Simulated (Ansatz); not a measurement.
# Fields on a plane of AlN (wurtzite)

```
CELL_PARAMETERS angstrom
      3.10673     0.00000     0.00000
     -1.55337     2.69051     0.00000
      0.00000     0.00000     4.97852
ATOMIC_POSITIONS crystal
  Al 0.66667 0.33333 0.00341
  Al 0.33333 0.66667 0.50341
  N  0.66667 0.33333 0.62179
  N  0.33333 0.66667 0.12179
```

The slice is a (1 -1 0 0) plane (indices of the conventional cell) through the point (0.667, 0.333, 0.622) (fractional), spanned by u = [110] and v = [001] in vectors of this cell: u (3.11 Å) and v (4.98 Å, at 90° to u). It covers one period; positions are fractions (u, v).

Atoms on it: Al at (0.00, 0.38); N at (0.00, 0.00). Other atoms lie within 1 Å of the plane.

Level of theory: r2SCAN (plane waves to 500 eV, PAW, scalar-relativistic; Ansatz, a quantum-chemistry and plane-wave program). k mesh 12×12×7. Near the nuclei the fields are pseudised (PAW); where an atom keeps semicore shells as valence, they peak there. AlN was relaxed with its symmetry unable to fall.

```
|xxxxxxxxxxxx==--..      ..--==xxxxxxxxxx|
|xxxxxxxxxx----..          ..----xxxxxxxx|
|xxxxxxxxxx==::              ::==xxxxxxxx|
|xxxxxxxx++==::              ::==++xxxxxx|
|xxxx**##**++--              --++**##**xx|
|%%%%%%%%##**==..          ..==**##%%%%%%|
|@@@@@@@@%%**++--..      ..--++**%%@@@@@@|
|@@@@@@@@%%##**++--::::::--++**##%%@@@@@@|
|@@@@@@@@%%%%##**++++++++++**##%%%%@@@@@@|
|%%%%%%%%%%%%%%%%##########%%%%%%%%%%%%%%|
|**######%%%%%%@@%%%%%%%%%%@@%%%%%%######|
|====++**##%%%%@@@@@@@@@@@@@@%%%%##**++==|
|    ::--++##%%@@@@@@@@@@@@@@%%##++--::  |
|        ::++##%%%%%%%%%%%%%%##++::      |
|xxxx      ::++##%%%%%%%%%%##++::      xx|
|xxxxxxxx    --++##########++--    xxxxxx|
|xxxxxxxxxx    ==**######**==    xxxxxxxx|
|xxxxxxxxxx    --**######**--    xxxxxxxx|
|xxxxxxxxxxxx  ::**##%%##**::  xxxxxxxxxx|
|xxxxxxxxxxxx  ::**##%%##**::  xxxxxxxxxx|
|xxxxxxxxxxxx  ::**%%%%%%**::  xxxxxxxxxx|
|xxxxxxxxxx    --**%%%%%%**--    xxxxxxxx|
|xxxxxxxxxx  ..==##%%%%%%##==..  xxxxxxxx|
|xxxxxx      --**##%%@@%%##**--      xxxx|
|          --++##%%@@@@@@%%##++--        |
|      ::==**##%%%%@@@@@@%%%%##**==::    |
|xxxx::==**##%%@@@@@@@@@@@@@@%%##**==::xx|
|xxxxxxxx**%%@@@@@@%%%%%%@@@@@@%%**xxxxxx|
|xxxxxxxxxx##%%%%%%%%%%%%%%%%%%##xxxxxxxx|
|xxxxxxxxxx**######******######**xxxxxxxx|
|xxxxxxxxxxxx****++++==++++****xxxxxxxxxx|
|xxxxxxxxxxxx++++--::::::--++++xxxxxxxxxx|
```
Scale: ten equal steps from -1.00 (start of ' ') to 7.60 (end of '@'), in the order ' .:-=+*#%@'. Values: electrostatic potential energy of an electron, from the cell's mean, in eV. The map has 20 points along u (two characters each, u = 0 at the left) and 32 along v (v = 0 in the bottom row). Points within 0.8 Å of a nucleus are blanked (x), as the pseudised field means little there. Values under -1 eV are set to -1. The zero, the cell's mean, hangs on the PAW cores.

```
|99997654322234567999|
|99987654322234567899|
|98876554322234556788|
|77766543222223456677|
|66655433221223345566|
|55444332211122334445|
|33333222211122223333|
|22222222111112222222|
|11111112222222111111|
|11111122222222211111|
|11111222333332221111|
|11112223333333222111|
|11122333444443332211|
|11223334444444333221|
|11223344555554433221|
|01123444555554443211|
|00123445555555443210|
|00013444555554443100|
|00012344444444432100|
|00012334444444332100|
|00002233333333322000|
|00012222222222222100|
|22222222222222222222|
|33333221111111223333|
|54443321110111233444|
|65554321100011234555|
|76655432110112345566|
|88765432211122345678|
|99876543211123456789|
|99987643221223467899|
|99997654322234567999|
|99998654322234568999|
```
Scale: ten equal steps from -1.26 (start of '0') to 0.55 (end of '9'), in the order '0123456789'. Values: log₁₀ of the valence density in e/Å³. The map has 20 points along u (one character each, u = 0 at the left) and 32 along v (v = 0 in the bottom row). The scale is logarithmic, as a density can span decades between atoms and voids.

The density on the Al–N line (1.90 Å) at its midpoint is 0.68 e/Å³ and the ELF at that point is 0.87. ELF maximum in the middle third of the Al–N line: 0.88, 1.1 Å from Al. Element round which the density of the highest valence band (whole band, smooth part) is largest on this plane: N. Element round which the density of the lowest conduction band (whole band as if filled, smooth part) is largest on this plane: N.
